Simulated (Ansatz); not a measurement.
Relaxation of a generated cell, Zr3Si placed in the AFLOW prototype A3B_hP8_194_h_c (D0_19, as in Ni3Sn); 8 atoms in the cell, which starts as P6₃/mmc (No. 194), hP8; a = 6.7785 Å, b = 6.7785 Å, c = 5.4368 Å, α = 90.00°, β = 90.00°, γ = 120.00°. All values below come from r2SCAN (plane waves to 500 eV, PAW, scalar-relativistic; Ansatz, a program for electronic structure). Γ-centred k-mesh 4×4×4 on the run's cell (coarser than for final values), Fermi–Dirac smearing 0.05 eV. This is the first round of the run. 

The optimiser's lines from the output (shortened; P is positive under compression):

```
relax step   1: F+E_penalty+E_count = -26446.59164037 eV  Δ(F+E_penalty+E_count) = +0.000e0 eV  max|allowed force component| = 6.902e-1 eV/Å  Δτ_max = 0.0000 Å  P = -18.506 GPa  Ω = 216.341 Å³  (7 SCF iters, dr2 threshold 1.00e-7 eV, accepted)
relax step   2: F+E_penalty+E_count = -26449.82610582 eV  Δ(F+E_penalty+E_count) = -3.234e0 eV  max|allowed force component| = 8.997e-1 eV/Å  Δτ_max = 0.0480 Å  P = -12.858 GPa  Ω = 186.753 Å³  (7 SCF iters, dr2 threshold 8.00e-7 eV, accepted)
relax step   3: F+E_penalty+E_count = -26451.34498629 eV  Δ(F+E_penalty+E_count) = -1.519e0 eV  max|allowed force component| = 3.053e-1 eV/Å  Δτ_max = 0.1150 Å  P = -1.098 GPa  Ω = 160.638 Å³  (7 SCF iters, dr2 threshold 8.00e-7 eV, accepted)
relax step   4: F+E_penalty+E_count = -26451.34758058 eV  Δ(F+E_penalty+E_count) = -2.594e-3 eV  max|allowed force component| = 2.894e-1 eV/Å  Δτ_max = 0.0385 Å  P = +1.210 GPa  Ω = 157.661 Å³  (7 SCF iters, dr2 threshold 8.00e-7 eV, accepted)
relax step   5: F+E_penalty+E_count = -26451.36807471 eV  Δ(F+E_penalty+E_count) = -2.049e-2 eV  max|allowed force component| = 4.360e-3 eV/Å  Δτ_max = 0.0183 Å  P = -0.066 GPa  Ω = 159.228 Å³  (6 SCF iters, dr2 threshold 8.00e-7 eV, accepted)
relax step   6: F+E_penalty+E_count = -26451.36814298 eV  Δ(F+E_penalty+E_count) = -6.828e-5 eV  max|allowed force component| = 1.759e-3 eV/Å  Δτ_max = 0.0005 Å  P = +0.012 GPa  Ω = 159.112 Å³  (5 SCF iters, dr2 threshold 1.55e-8 eV, accepted)
relax step   7: F+E_penalty+E_count = -26451.35308434 eV  Δ(F+E_penalty+E_count) = +1.506e-2 eV  max|allowed force component| = 1.110e-3 eV/Å  Δτ_max = 0.0000 Å  P = -0.007 GPa  Ω = 159.112 Å³  stress off target by 7.93e-3 GPa  SCF on the basis re-selected at this cell (its energy is not comparable with the rows above)  (6 SCF iters)
```

From the first to the last row the energy changes by -0.60 eV/atom and the volume by -26.5 %. The last row is marked as not comparable with the walk above it, whose basis was carried along; it does compare with step 1, since both stand on a basis selected at the nominal cutoff for their own cell.

Later rounds, restarted from the end of this one on a renewed k-mesh, logged 9 more steps and released under 0.01 eV/atom more. The final structure after all rounds: P6₃/mmc (No. 194), hP8, AFLOW prototype A3B_hP8_194_h_c (D0_19, as in Ni3Sn); a = b = 6.1023 Å, c = 4.9400 Å, α = β = 90.00°, γ = 120.00°. Between re-selections the logged energies stand on a plane-wave basis carried along with the cell. No spin polarisation in the result.

The run could not lower the symmetry of its start; a shaken copy of this end point relaxes with r2SCAN to Cmcm (No. 63), 0.02 eV/atom lower.

The first start was generated by placing the elements on the sites of a structure type. Materials Project lists a structure of Zr3Si in the same space group, P6₃/mmc (No. 194); the sites were not compared with it, nor with measured phases.
